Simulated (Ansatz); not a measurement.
Sb in space group I4_132 (No. 214; Sb on 8a) at seven volumes, DFT-PBE in the program Ansatz with PAW potentials, scaled uniformly. One row is withheld.

```json
[
 {"V (Å³/atom)": "60.339", "P (GPa)": "?"},
 {"V (Å³/atom)": "62.328", "P (GPa)": "1.30"},
 {"V (Å³/atom)": "64.317", "P (GPa)": "0.59"},
 {"V (Å³/atom)": "66.306", "P (GPa)": "0.00"},
 {"V (Å³/atom)": "68.295", "P (GPa)": "-0.53"},
 {"V (Å³/atom)": "70.285", "P (GPa)": "-0.99"},
 {"V (Å³/atom)": "72.274", "P (GPa)": "-1.38"}
]
```

Fit the shown pressures and predict the withheld one.

P = (3/2)B₀(x^(7/2) − x^(5/2))[1 + (3/4)(B′ − 4)(x − 1)] with x = (V₀/V)^(2/3). Least squares on the six rows gives V₀ = 66.282 Å³/atom, B₀ = 18.8 GPa, B′ = 3.77. At V = 60.339, x = 1.0646 and P = 2.11 GPa. The run itself gave 2.15 GPa.

The start of the workflow was typed in or built on a structure type; neither database checked (COD, Materials Project) lists it. It is not the phase usual at ambient conditions (space group No. 166). The cell was relaxed with PBE under the symmetry of its start; whether a distortion lowers the energy is not shown. The volume moved by 71 % from the start of the relaxation. Spin–orbit coupling is left out wherever it is not named.

Potentials: the earlier of the program's two PAW sets.
